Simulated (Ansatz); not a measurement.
Values for one crystal, relaxed and computed with PBEsol (plane waves, PAW; program Ansatz); other levels are named.

```yaml
volume_per_atom: 32.15 Å³
band_gap: 0.26 eV (direct)
valence_band_maximum: at Γ
electron_effective_mass: 0.046, 0.046, 0.062 mₑ (principal values)
Hole effective mass, band 1 of 2 at the edge: 0.82 along x, 2.0 along z (mₑ)
Hole effective mass, band 2 of 2 at the edge: 0.040 along x, 2.0 along z (mₑ)
Formation energy from the elements (no fitted shifts): -39 kJ/mol of atoms
```

Q: Which compound is it?
A. Cd5Te4S, R3m (Pearson symbol hR10)
B. MgF2, rutile
C. Na2S, anti-fluorite
D. PbS, rock salt

A: A, Cd5Te4S, R3m (Pearson symbol hR10)

The workflow started from a Materials Project entry (that database holds measured and hypothetical structures alike); the Crystallography Open Database copy checked does not list it. Whether it is the stable phase at ambient conditions was not checked. The cell was relaxed with PBEsol under the symmetry of its start; its stability against distortions is not shown here. The references are the lowest solids computed at this level, not always the standard phases. Scalar-relativistic: spin–orbit coupling is off unless named, which matters more the heavier the elements.

Potentials: the later of the program's two PAW sets.
